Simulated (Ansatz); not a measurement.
Space group P4/nmm:1 (No. 129). a = 4.111 Å, b = 4.111 Å, c = 9.804 Å, α = 90.00°, β = 90.00°, γ = 90.00°
```json
{"atom": "Y", "site": "2c", "symmetry": "4mm", "x": "0.5000", "y": "0.0000", "z": "0.2544"}
{"atom": "Si", "site": "2b", "symmetry": "-4m2", "x": "0.0000", "y": "0.0000", "z": "0.5000"}
{"atom": "Si", "site": "2c", "symmetry": "4mm", "x": "0.5000", "y": "0.0000", "z": "0.8695"}
{"atom": "Ir", "site": "2a", "symmetry": "-4m2", "x": "0.0000", "y": "0.0000", "z": "0.0000"}
{"atom": "Ir", "site": "2c", "symmetry": "4mm", "x": "0.5000", "y": "0.0000", "z": "0.6285"}
```

Equation of state of this YSi₂Ir₂ structure (not necessarily the ground state), with shape and atoms relaxed at each volume where symmetry leaves them free. It has no gap at any of these volumes. Method: DFT r2SCAN, scalar-relativistic, plane waves, PAW in Ansatz.

Plane waves to 500 eV, a k mesh through Γ of 10×10×4 on the computed 10-atom cell and Gaussian smearing (0.10 eV); no spin polarisation.

```csv
V (Å³/atom),E − E(largest V) (meV/atom),P (GPa)
14.583,97.68,32.86
15.080,12.21,22.52
15.577,-43.66,13.75
16.074,-74.44,6.31
16.571,-83.93,0.00
17.068,-75.36,-5.35
17.565,-51.51,-9.87
18.228,0.00,-14.82
```

Question: Fit a third-order Birch–Murnaghan equation to E(V).

Answer: V0 = 16.57 Å³/atom, B0 = 193 GPa, B0' = 4.5.

Spin-orbit coupling is left out, which matters for the bands of heavy elements.

Cost: 8 runs of about 18 core-minutes in all, on Oxide Virtual Turin-like Processor (Zen 5) (shared hosts).